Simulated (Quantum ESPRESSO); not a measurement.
Field gradients of Cl₂ from PBE PAW (JTH datasets; density from pw.x of a modified build of Quantum ESPRESSO, gradients reconstructed from it by a script). The input of pw.x:

```
&CONTROL
  calculation = 'scf'
  prefix = 'x'
  pseudo_dir = './pseudo'
  outdir = './out'
  tprnfor = .true.
/
&SYSTEM
  ibrav = 0
  nat = 4
  ntyp = 1
  ecutwfc = 50
  ecutrho = 200
  occupations = 'fixed'
  nbnd = 18
/
&ELECTRONS
  conv_thr = 1e-11
/
ATOMIC_SPECIES
Cl 35.450 Cl.GGA_PBE-JTH.UPF
CELL_PARAMETERS angstrom
    3.264205000000    -2.057470000000     0.000000000000
    3.264205000000     2.057470000000     0.000000000000
    0.000000000000     0.000000000000     8.402400000000
ATOMIC_POSITIONS crystal
Cl     0.885480000000     0.114520000000     0.604750000000
Cl     0.114520000000     0.885480000000     0.395250000000
Cl     0.614520000000     0.385480000000     0.104750000000
Cl     0.385480000000     0.614520000000     0.895250000000
K_POINTS automatic
7 7 3 0 0 0
```
Geometry: a computed entry of the Materials Project; it was not checked against measured cells. It is Cl2 in Cmce; whether this form has been observed was not checked. Stability against distortions was not tested. Forces on the atoms reach 0.39 eV/Å at this level.

Vzz is the sum of three terms, each taken along its main axis: the smooth valence density, the ions (nucleus and frozen core) with the augmentation charges of all other spheres, and the all-electron minus smooth density in the atom's own sphere. The split hangs on the datasets.  Cores are frozen. Against all-electron runs on small test molecules, this scheme's |Vzz| missed by −3 to −9 % on Cl.

```
site                   smooth valence density  ions and other spheres  own sphere  Vzz (a.u.)
---------------------  ----------------------  ----------------------  ----------  ----------
Cl (atoms 1, 2, 3, 4)                   0.182                   0.260         [?]         [?]
```

Question: Some entries are withheld; supply them.

Answer: 
- Cl (atoms 1, 2, 3, 4), own sphere: 4.979
- Cl (atoms 1, 2, 3, 4), Vzz (a.u.): 5.422
